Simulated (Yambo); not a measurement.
```xyz
9
Lattice="4.4355 0.0000 0.0000 -0.3922 4.6033 0.0000 -1.3982 -1.7915 9.5386" Properties=species:S:1:pos:R:3 pbc="T T T"
S      0.1409    -0.1678     6.2707
S      2.0367     1.9078     3.0113
S      3.9901     4.3898     0.0410
Ag    -0.4069     1.6750     7.7825
Ag     2.2132    -0.8628     7.4639
Ag     3.6440     2.0144     0.9291
Ag     1.8209    -0.8066     4.5003
Ag    -0.3486     1.2764     4.2552
Ag     1.5744     3.9952     1.5147
```

Ag2S (space group P1, No. 1): mean Im ε in 1 eV windows above the direct gap of 1.18 eV, for different electron-hole kernels (Yambo, broadening 0.15 eV, norm-conserving PBEsol (Quantum ESPRESSO, 82 Ry, scalar-relativistic) bands; 4×4×2 mesh, 33 valence and 8 conduction bands, static screening with 138 bands and a 3 Ry block, scissor 0.34 eV, Tamm-Dancoff; field along x).

| window (eV) | independent quasiparticles | RPA (no attraction) | BSE |
|---|---|---|---|
| 1.2 to 2.2 | 7.4 | 7.0 | 10 |
| 2.2 to 3.2 | 7.5 | 7.6 | 7.9 |
| 3.2 to 4.2 | 8.5 | 8.1 | 8.7 |
| 4.2 to 5.2 | 7.7 | 7.1 | 6.6 |

This run doesn't resolve bound excitons or single peaks, so only averages are given, and they too depend on the mesh; weight that the attraction moves below the gap isn't listed. All transitions below 5.68 eV are in the band window. The scissor comes from a G0W0 run whose convergence isn't established.

Spin-orbit splittings are left out.

Geometry of the Materials Project entry, not relaxed at this level.

The structure is a Materials Project entry; no match was found in the copy of COD used, and its stability was not checked.
